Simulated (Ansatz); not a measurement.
AsRu:
```
AsRu
1.0
    3.07912     0.00000     0.00000
    0.00000     3.07912     0.00000
    0.00000     0.00000     3.07912
Ru As
1 1
Direct
  0.00000   0.00000   0.00000
  0.50000   0.50000   0.50000
```

Relaxed with PBE. Special points in fractions of this cell's reciprocal vectors: Γ (0.000, 0.000, 0.000); X (0.000, 0.500, 0.000); M (0.500, 0.500, 0.000); R (0.500, 0.500, 0.500).

List the band energies nearest the Fermi level at these points for DFT-PBE in the program Ansatz with PAW potentials.

In eV from the Fermi level; about four levels below and three above (degenerate sets whole), none deeper than 8.9 eV; points with the same levels are listed once.

| k | below | above |
|---|---|---|
| Γ | -4.33 -4.33 -1.06 -1.06 -1.06 | 0.27 0.27 0.27 |
| X | -3.69 -3.56 -3.56 -0.89 | 0.33 5.34 5.34 |
| M | -5.31 -5.31 -3.94 -2.22 -2.22 | 0.11 0.13 2.73 |
| R | -8.87 -7.03 -7.03 -7.03 | 0.21 0.21 2.80 2.80 2.80 |

Space group Pm-3m (CsCl type). A made-up cell: these elements were put on the sites of a structure type; neither database checked (COD, Materials Project) lists it. Its standing as an ambient phase is unchecked. Symmetry was held in the PBE relaxation; whether a distortion lowers the energy is not shown. The run is not spin-polarised. Spin–orbit coupling is left out wherever it is not named.

Potentials: the earlier of the program's two PAW sets.
